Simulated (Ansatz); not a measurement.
Crystals of one structure type (zinc blende) and one family of elements, relaxed and computed with the program Ansatz at the r²SCAN level (PAW); HSE06 gaps on those cells.

```csv
crystal,gap (eV),HSE06 gap (eV)
InAs,0.08,0.36
GaAs,0.96,1.36
InP,1.03,1.36
BAs,1.37,?
BP,1.41,1.96
GaP,1.84,2.26
BN,5.00,5.79
```

Task: Fit a straight line to E_g(HSE06) against E_g and predict the withheld value.

Result: Least squares on the 6 shown rows: E_g(HSE06) = 1.101 × E_g + (0.288), with a scatter of 0.06. For BAs this gives 1.80. The run itself gave 1.83, within the scatter.

All cells were relaxed under the symmetry of their starts (and spin orders); stability against distortions was not tested throughout. Scalar-relativistic: spin–orbit coupling is off unless named, which matters more the heavier the elements.

Potentials: the later of the program's two PAW sets.
